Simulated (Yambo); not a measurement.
G0W0@PBE for BeSe (zinc blende, space group F-43m, No. 216) in Yambo (4×4×4 mesh, 15 Ry block, plasmon pole, screening fixed), without a terminator:

| bands N in G | gap Γ → X (eV) | shift of the valence edge (eV) |
|---|---|---|
| 54 | 3.546 | -0.593 |
| 98 | 3.627 | -0.777 |
| 156 | 3.655 | -0.835 |

Extrapolate both columns to infinite N with E(N) = E∞ + A/N, test the form, and compare with the terminator.

From two points, E∞ = (N2 E2 − N1 E1)/(N2 − N1). The two largest N give 3.70 eV for the gap and -0.93 eV for the shift; the two smallest give 3.73 eV and -1.00 eV. For the gap the slopes A are -9.7 and -7.4 eV: the form isn't reached, and its limit is uncertain. For the shift the slopes A are 22 and 15 eV: the form isn't reached, and its limit is uncertain. With the Bruneval-Gonze terminator and 156 bands the run gives 3.67 eV and -0.87 eV, 0.03 eV and 0.06 eV from the extrapolated values: the terminator too is an estimate of the remainder. Block, mesh and the bands in W are held fixed.

Spin-orbit coupling is not included.

Geometry relaxed with PBEsol; primitive cell a = b = c = 3.628 Å, α = β = γ = 60.00°.

A shift is the quasiparticle energy of the state minus its PBE energy.

The potentials are those of PseudoDojo's stringent table.
